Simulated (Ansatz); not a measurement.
**Two states of SrVO3**

```xyz
10
Lattice="3.8984 3.8984 0.0000 3.8984 -3.8984 0.0000 0.0000 0.0000 3.8984" Properties=species:S:1:pos:R:3 pbc="T T T"
Sr    1.9492   -1.9492    1.9492
Sr    1.9492    1.9492    1.9492
V     0.0000    0.0000    0.0000
V     3.8984    0.0000    0.0000
O     1.9492    0.0000    0.0000
O     5.8477    0.0000    0.0000
O     3.8984   -1.9492    0.0000
O     3.8984    1.9492    0.0000
O     0.0000    0.0000    1.9492
O     3.8984    0.0000    1.9492
```

Single point in Ansatz 0.2.0 with r2SCAN, with U_eff = 5.84 eV on V d (all-electron-ortho-atomic projectors). Cutoff 500 eV, PAW datasets, 4×4×6 Γ-centred k mesh, fermi-dirac filling (width 0.1 eV).

State A: V3 up, V4 up (collinear spin). State B: V3 up, V4 down (collinear spin).

Compare the two self-consistent states.

State A is lower by 1.2 meV an atom at zero smearing.

```json
{"state": "A", "free energy (meV/atom)": "0.0", "largest moment in a small sphere (μB)": "0.90", "net moment (μB/cell)": "2.00", "gap on mesh (eV)": "1.32", "pressure (GPa)": "-3.7", "largest force (eV/Å)": "0.69"}
{"state": "B", "free energy (meV/atom)": "1.2", "largest moment in a small sphere (μB)": "0.87", "net moment (μB/cell)": "0.00", "gap on mesh (eV)": "1.73", "pressure (GPa)": "-3.7", "largest force (eV/Å)": "0.67"}
```

Origin: a database entry at a rescaled volume. Caveats: the state breaks the symmetry of the cell.
